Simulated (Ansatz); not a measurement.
With PBE in the plane-wave PAW code Ansatz, Si₃N₄ in the cubic phase (Fd-3m; Si on 16c, Si on 8b, N on 32e) relaxes to a = 7.789 Å. Si on 16c has 6 nearest neighbours from 1.89 Å (octahedral); Si on 8b has 4 nearest neighbours from 1.79 Å (tetrahedral). Against the elements it lies at -0.91 eV/atom, with no fitted shifts.

The Kohn–Sham gap is 3.34 eV (indirect). The valence maximum lies on the K–Γ line, 54 % of the way from K and the conduction minimum at Γ.

The bulk modulus is 293 GPa.

The cell was relaxed with PBE under the symmetry of its start. The references are the lowest solids computed at this level, not always the standard phases (solids in place of the gases).

Potentials: the earlier of the program's two PAW sets.
